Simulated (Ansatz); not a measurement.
# MoCl: rattling a relaxed structure

It was reached by relaxing an invented guess, and it needn't be the stable form of this composition.

Theory: DFT PBE, scalar-relativistic, plane waves, PAW in Ansatz. Settings: cutoff 420 eV, Γ-centred mesh 12×12×12 on the computed 4-atom cell, Gaussian smearing of 0.10 eV; collinear spin from starting moments 0.2 0.2 0.0 0.0 μB.

The cell below (4 atoms, space group R-3m (No. 166)) is relaxed within its symmetry.

```
CELL_PARAMETERS angstrom
1.49888 0.86538 10.07489
-1.49888 0.86538 10.07489
0.00000 -1.73076 10.07489
ATOMIC_POSITIONS crystal
Mo 0.20630 0.20630 0.20630
Mo 0.79370 0.79370 0.79370
Cl 0.59763 0.59763 0.59763
Cl 0.40237 0.40237 0.40237
```

For the test it was strained at random (σ = 1.5 % a component), the atoms were moved at random (σ = 0.15 Å), and all was relaxed again on a coarse 12×12×12 mesh (in the run’s order of axes) with 0.20 eV smearing, with no symmetry imposed.

No dispersion correction is applied, so the spacing and binding between layers, chains or molecules are poorly described.

Question: Is the structure stable against such a distortion?

Answer: It doesn't return. The energy falls by 246 meV/atom on that mesh, the volume changes by 4.5 %, and the end has space group C2/m (No. 12) at a loose tolerance. Relaxed again on a 14×14×4 mesh with 0.10 eV smearing, the new structure lies 246 meV/atom below the first (mesh in the axes of the run's cell; the cell below is made exact in the group named). Space group C2/m (No. 12), monoclinic, a = 5.483 Å, b = 3.166 Å, c = 9.602 Å, β = 91.1°. Mo has 3 Cl at 2.54 Å and 3 Mo at 2.62 Å; Cl is surrounded by 3 Mo at 2.54 Å.

```
Mo Cl
1.0
     2.74155   -1.58302    0.00000
     2.74155    1.58302    0.00000
    -0.17840    0.00000    9.60062
Mo Cl
2 2
Cartesian
  1.7382 0.0000 5.7369
  3.5665 0.0000 3.8637
  3.5659 0.0000 7.4979
  1.7388 0.0000 2.1027
```
